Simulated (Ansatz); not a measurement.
GaN (zinc blende, F-43m), r²SCAN in the plane-wave PAW code Ansatz: ε∞ = 5.50, cell volume 22.75 Å³. Infrared-active transverse modes:

```
ω_TO (cm⁻¹)  oscillator strength S_xx (e²/amu)
-----------  ---------------------------------
546.2                                   0.6130
```

Compute the static dielectric constant.

Each mode adds (4.921e7/V) S/ω²: 4.44. So ε0 = 9.95.

What LO frequency does the Lyddane–Sachs–Teller relation give?

ω_LO = ω_TO √(ε0/ε∞) = 734 cm⁻¹.

The cell was relaxed with r²SCAN under the symmetry of its start; phonons on a q-mesh show no instability. Scalar-relativistic: spin–orbit coupling is off unless named, which matters more the heavier the elements.

Potentials: the later of the program's two PAW sets.
